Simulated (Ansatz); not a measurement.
Cu₃N (ReO3 type, space group Pm-3m)

```yaml
crystal:
  lattice:
    - [3.82697, 0.00000, 0.00000]
    - [0.00000, 3.82697, 0.00000]
    - [0.00000, 0.00000, 3.82697]
  atoms:
    - { symbol: N, position: [0.00000, 0.00000, 0.00000] }
    - { symbol: Cu, position: [0.50000, 0.00000, 0.00000] }
    - { symbol: Cu, position: [0.00000, 0.00000, 0.50000] }
    - { symbol: Cu, position: [0.00000, 0.50000, 0.00000] }
```

The slice is a {100} plane (indices of the conventional cell) through the point (0.000, 0.500, 0.000) (fractional), spanned by u = [100] and v = [010] in vectors of this cell: u (3.83 Å) and v (3.83 Å, at 90° to u). It covers one period; positions are fractions (u, v).

Method: PBE (plane waves to 420 eV, PAW, scalar-relativistic; Ansatz, a first-principles code). k mesh 9×9×9. These are valence fields of a PAW run, semicore shells included where kept as valence: close to a nucleus they are smooth pseudo fields. Cu3N is run without spin polarisation. Cu3N was relaxed with its symmetry unable to fall.

Three fields on this plane, each scaled to ten steps between its own extremes (0 low, 9 high; the total valence density on a logarithmic scale, the potential cut 8 eV below its top; x marks points blanked near nuclei; v = 0 in the bottom row):

Map A
```
|xxxxxxx1000000000000000001xxxxxx|
|xxxxxxx0000000000000000000xxxxxx|
|xxxxxx100000000000000000001xxxxx|
|xxxxxx000000000000000000000xxxxx|
|xxxxx00000000000000000000000xxxx|
|xxx000000000000000000000000000xx|
|00000000000000000000000000000000|
|22221111000000000000000001111222|
|77665432100000011100000012345667|
|xxx98753100001xxxxx10000135789xx|
|xxxxx9741000xxxxxxxxx0001479xxxx|
|xxxxxx85100xxxxxxxxxxx00158xxxxx|
|xxxxxx96200xxxxxxxxxxx00269xxxxx|
|xxxxxxx620xxxxxxxxxxxxx026xxxxxx|
|xxxxxxx720xxxxxxxxxxxxx027xxxxxx|
|xxxxxxx720xxxxxxxxxxxxx027xxxxxx|
|xxxxxxx720xxxxxxxxxxxxx027xxxxxx|
|xxxxxxx620xxxxxxxxxxxxx026xxxxxx|
|xxxxxx96200xxxxxxxxxxx00269xxxxx|
|xxxxxx85100xxxxxxxxxxx00158xxxxx|
|xxxxx9741000xxxxxxxxx0001479xxxx|
|xxx98753100001xxxxx10000135789xx|
|77665432100000011100000012345667|
|22221111000000000000000001111222|
|00000000000000000000000000000000|
|xxx000000000000000000000000000xx|
|xxxxx00000000000000000000000xxxx|
|xxxxxx000000000000000000000xxxxx|
|xxxxxx100000000000000000001xxxxx|
|xxxxxxx0000000000000000000xxxxxx|
|xxxxxxx1000000000000000001xxxxxx|
|xxxxxxx1000000000000000001xxxxxx|
```

Map B
```
|xxxxxxx8643210000000123468xxxxxx|
|xxxxxxx8643211000001123468xxxxxx|
|xxxxxx975432111000111234579xxxxx|
|xxxxxx865432211111112234568xxxxx|
|xxxxx87543322222222222334578xxxx|
|xxx987654333333333333333456789xx|
|99987655443344444444433445567899|
|88877655444455666665544445567788|
|99887665555567889887655555667889|
|xxx98766556789xxxxx98765566789xx|
|xxxxx8766678xxxxxxxxx8766678xxxx|
|xxxxxx87778xxxxxxxxxxx87778xxxxx|
|xxxxxx98789xxxxxxxxxxx98789xxxxx|
|xxxxxxx889xxxxxxxxxxxxx988xxxxxx|
|xxxxxxx989xxxxxxxxxxxxx989xxxxxx|
|xxxxxxx989xxxxxxxxxxxxx989xxxxxx|
|xxxxxxx989xxxxxxxxxxxxx989xxxxxx|
|xxxxxxx889xxxxxxxxxxxxx988xxxxxx|
|xxxxxx98789xxxxxxxxxxx98789xxxxx|
|xxxxxx87778xxxxxxxxxxx87778xxxxx|
|xxxxx8766678xxxxxxxxx8766678xxxx|
|xxx98766556789xxxxx98765566789xx|
|99887665555567889887655555667889|
|88877655444455666665544445567788|
|99987655443344444444433445567899|
|xxx987654333333333333333456789xx|
|xxxxx87543322222222222334578xxxx|
|xxxxxx865432211111112234568xxxxx|
|xxxxxx975432111000111234579xxxxx|
|xxxxxxx8643211000001123468xxxxxx|
|xxxxxxx8643210000000123468xxxxxx|
|xxxxxxx9643210000000123469xxxxxx|
```

Map C
```
|xxxxxxx0046789999999876400xxxxxx|
|xxxxxxx0046789999999876400xxxxxx|
|xxxxxx002567899999998765200xxxxx|
|xxxxxx003577888888888775300xxxxx|
|xxxxx00246777777777777764200xxxx|
|xxx000145667766666667766541000xx|
|00000135666655444445566665310000|
|00002455665432000002345665542000|
|00023456554200000000024556543200|
|xxx03455531000xxxxx00013555430xx|
|xxxxx3444100xxxxxxxxx0014443xxxx|
|xxxxxx33200xxxxxxxxxxx00233xxxxx|
|xxxxxx02000xxxxxxxxxxx00020xxxxx|
|xxxxxxx000xxxxxxxxxxxxx000xxxxxx|
|xxxxxxx000xxxxxxxxxxxxx000xxxxxx|
|xxxxxxx000xxxxxxxxxxxxx000xxxxxx|
|xxxxxxx000xxxxxxxxxxxxx000xxxxxx|
|xxxxxxx000xxxxxxxxxxxxx000xxxxxx|
|xxxxxx02000xxxxxxxxxxx00020xxxxx|
|xxxxxx33200xxxxxxxxxxx00233xxxxx|
|xxxxx3444100xxxxxxxxx0014443xxxx|
|xxx03455531000xxxxx00013555430xx|
|00023456554200000000024556543200|
|00002455665432000002345665542000|
|00000135666655444445566665310000|
|xxx000145667766666667766541000xx|
|xxxxx00246777777777777764200xxxx|
|xxxxxx003577888888888775300xxxxx|
|xxxxxx002567899999998765200xxxxx|
|xxxxxxx0046789999999876400xxxxxx|
|xxxxxxx0046789999999876400xxxxxx|
|xxxxxxx0046789999999876400xxxxxx|
```

**Question.** Assign the maps to these fields: electron localisation function (ELF); valence electron density; electrostatic potential energy of an electron, from the cell's mean.

**Answer.** A is the electron localisation function (ELF); B is the valence electron density; C is the electrostatic potential energy of an electron, from the cell's mean.
